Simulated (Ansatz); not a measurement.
Starting cell, CuPd (CsCl type):

```xyz
4
Lattice="5.8595 0.0000 0.0000 0.0000 2.9298 0.0000 0.0000 0.0000 2.9298" Properties=species:S:1:pos:R:3 pbc="T T T"
Cu     0.0000     0.0000     0.0000
Cu     2.9298     0.0000     0.0000
Pd     1.4649     1.4649     1.4649
Pd     4.3946     1.4649     1.4649
```

The atoms are displaced by Q × the pattern below (from a DFPT mode at X = (0.5, 0.0, 0.0), largest move 1; Q in Å), at fixed cell. (q is in reciprocal vectors of the primitive cell; the cell shown is doubled to hold the pattern.)

```csv
atom,x,y,z
Cu1,1.000,0.000,0.000
Cu2,-1.000,0.000,0.000
```

Atoms not listed stay in place.

All values below come from LDA (plane waves to 420 eV, PAW, scalar-relativistic; Ansatz, a program for electronic structure). k mesh 8×16×16 (Γ-centred), Fermi-Dirac smearing 0.05 eV. The energy includes the smearing's −TS. With partly filled bands, energies and forces of such displacements shift with the k mesh and the smearing. CuPd is run without spin polarisation. CuPd was relaxed with its symmetry unable to fall. ΔE is measured from the undisplaced structure. The last digit holds for this mesh only.

```tsv
Q (Å)	ΔE (meV/cell)
-0.180	325.8
-0.150	withheld
-0.120	142.7
-0.090	79.9
-0.060	35.4
-0.030	8.8
0.000	0.0
0.030	8.8
0.060	35.4
0.090	79.9
0.120	142.7
0.150	withheld
0.180	325.8
```

### Question
Fit an even polynomial form (powers 2, 4) to the given rows and predict ΔE at Q = -0.150.

### Answer
Least squares on the 11 given rows: ΔE = (9797)·Q² + (7991)·Q⁴, in meV/cell with Q in Å; root-mean-square residual 0.02 meV/cell. At -0.150 the fit gives 224.5 meV/cell; the calculation gives 224.4 meV/cell, so the interpolation is off by 0.1 (+0.0 %). The quadratic term alone would give 220.4 meV/cell.

(A displaced cell: forces are minus the slopes of the energy, force constants its curvatures, and phonons follow from these.)
